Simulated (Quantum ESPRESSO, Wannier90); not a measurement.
## Hg (P6/mmm, model phase): Wannier90 run

Structure: Materials Project mp-10861, symmetrised, not relaxed again. This isn't the element's usual structure (rhombohedral); take it as a model of another phase. Method: LDA plane waves in Quantum ESPRESSO 7.5 (PseudoDojo norm-conserving files, 48 Ry, no spin polarisation, no spin-orbit coupling), Bloch states on a 4×4×6 mesh through Γ, Wannier90 4.0.1. Density: 12×12×14 mesh, cold smearing 0.01 Ry. Spin-orbit coupling is left out although heavy elements are present.

On the energy scale of pw.x, whose zero is arbitrary, the Fermi level lies at 11.56 eV.

Input w.win:

```
num_bands = 3
num_wann = 3
exclude_bands = 4-53
num_iter = 1000
conv_tol = 1.0e-6
conv_window = 4
write_hr = true
write_u_matrices = true
auto_projections = true
begin unit_cell_cart
ang
    5.4666999676    0.0000000000    0.0000000000
   -2.7333499838    4.7343010468    0.0000000000
    0.0000000000    0.0000000000    3.1852200000
end unit_cell_cart
begin atoms_frac
Hg   0.3333333333 -0.3333333333  0.5000000000
Hg  -0.3333333333  0.3333333333  0.5000000000
Hg   0.0000000000  0.0000000000  0.0000000000
end atoms_frac
mp_grid = 4 4 6
begin kpoints
0.0000000000 0.0000000000 0.0000000000
0.0000000000 0.0000000000 0.1666666667
0.0000000000 0.0000000000 0.3333333333
... (93 more lines: the 4x4x6 mesh through Gamma)
end kpoints
```

Input of pw2wannier90.x that gives the overlap and projection files (equivalent; here they were cut from one run over all bands):

```
&inputpp
  outdir = './out'
  prefix = 'pwscf'
  seedname = 'w'
  write_amn = .true.
  write_mmn = .true.
  atom_proj = .true.
  atom_proj_exclude = 2 3 4 5 6 7 8 9 10 12 13 14 15 16 17 18 19 20 22 23 24 25 26 27 28 29 30
/
```

Output w.wout (banner and timings cut):

```
                                    ------
                                    SYSTEM
                                    ------

                              Lattice Vectors (Ang)
                    a_1     5.466700   0.000000   0.000000
                    a_2    -2.733350   4.734301   0.000000
                    a_3     0.000000   0.000000   3.185220

                   Unit Cell Volume:      82.43669  (Ang^3)

                        Reciprocal-Space Vectors (Ang^-1)
                    b_1     1.149356   0.663581  -0.000000
                    b_2     0.000000   1.327162   0.000000
                    b_3     0.000000  -0.000000   1.972606

 *----------------------------------------------------------------------------*
 |   Site       Fractional Coordinate          Cartesian Coordinate (Ang)     |
 +----------------------------------------------------------------------------+
 | hg   1   0.33333  -0.33333   0.50000   |    2.73335  -1.57810   1.59261    |
 | hg   2  -0.33333   0.33333   0.50000   |   -2.73335   1.57810   1.59261    |
 | hg   3   0.00000   0.00000   0.00000   |    0.00000   0.00000   0.00000    |
 *----------------------------------------------------------------------------*
                                ------------
                                K-POINT GRID
                                ------------

             Grid size =  4 x  4 x  6      Total points =   96

 *---------------------------------- MAIN ------------------------------------*
 |  Number of Wannier Functions               :                 3             |
 |  Number of Objective Wannier Functions     :                 3             |
 |  Number of input Bloch states              :                 3             |
 |  Output verbosity (1=low, 5=high)          :                 1             |
 |  Timing Level (1=low, 5=high)              :                 1             |
 |  Optimisation (0=memory, 3=speed)          :                 3             |
 |  Length Unit                               :               Ang             |
 |  Post-processing setup (write *.nnkp)      :                 F             |
 |  Using Gamma-only branch of algorithms     :                 F             |
 *----------------------------------------------------------------------------*
 *------------------------------- WANNIERISE ---------------------------------*
 |  Total number of iterations                :              1000             |
 |  Number of CG steps before reset           :                 5             |
 |  Trial step length for line search         :             2.000             |
 |  Convergence tolerence                     :         0.100E-05             |
 |  Convergence window                        :                 4             |
 |  Iterations between writing output         :                 1             |
 |  Iterations between backing up to disk     :               100             |
 |  Write r^2_nm to file                      :                 F             |
 |  Write xyz WF centres to file              :                 F             |
 |  Write on-site energies <0n|H|0n> to file  :                 F             |
 |  Use guiding centre to control phases      :                 F             |
 |  Use phases for initial projections        :                 F             |
 *----------------------------------------------------------------------------*
 *-------------------------------- PLOTTING ----------------------------------*
 |  Plotting Hamiltonian in WF basis          :                 T             |
 *----------------------------------------------------------------------------*

       ... (k-mesh section left out)

 Starting a new Wannier90 calculation ...

 Reading overlaps from w.mmn

 Reading projections from w.amn

 *------------------------------- WANNIERISE ---------------------------------*
 +--------------------------------------------------------------------+<-- CONV
 | Iter  Delta Spread     RMS Gradient      Spread (Ang^2)            |<-- CONV
 +--------------------------------------------------------------------+<-- CONV

 ------------------------------------------------------------------------------
 Initial State
  WF centre and spread    1  (  2.733350, -1.578100,  1.592610 )     0.23509428
  WF centre and spread    2  ( -2.733350,  1.578100,  1.592610 )     0.23509428
  WF centre and spread    3  ( -0.000000, -0.000000,  0.000000 )     0.23510340
  Sum of centres and spreads ( -0.000000,  0.000000,  3.185220 )     0.70529197

      0     0.705E+00     0.0000000000        0.7052919632  <-- CONV
        O_D=      0.0000000 O_OD=      0.0000000 O_TOT=      0.7052920 <-- SPRD
 ------------------------------------------------------------------------------
      1     0.000E+00     0.0000000360        0.7052919632  <-- CONV
        O_D=      0.0000000 O_OD=      0.0000000 O_TOT=      0.7052920 <-- SPRD
      2     0.000E+00     0.0000000351        0.7052919632  <-- CONV
        O_D=      0.0000000 O_OD=      0.0000000 O_TOT=      0.7052920 <-- SPRD
      3    -0.111E-15     0.0000000334        0.7052919632  <-- CONV
        O_D=      0.0000000 O_OD=      0.0000000 O_TOT=      0.7052920 <-- SPRD
      4     0.000E+00     0.0000000310        0.7052919632  <-- CONV
        O_D=      0.0000000 O_OD=      0.0000000 O_TOT=      0.7052920 <-- SPRD
             <<<     Delta < 1.000E-06  over  4 iterations     >>>
             <<< Wannierisation convergence criteria satisfied >>>
 Final State
  WF centre and spread    1  (  2.733350, -1.578100,  1.592610 )     0.23509428
  WF centre and spread    2  ( -2.733350,  1.578100,  1.592610 )     0.23509428
  WF centre and spread    3  ( -0.000000, -0.000000,  0.000000 )     0.23510340
  Sum of centres and spreads ( -0.000000,  0.000000,  3.185220 )     0.70529197

         Spreads (Ang^2)       Omega I      =     0.705291963
        ================       Omega D      =     0.000000000
                               Omega OD     =     0.000000000
    Final Spread (Ang^2)       Omega Total  =     0.705291963
```
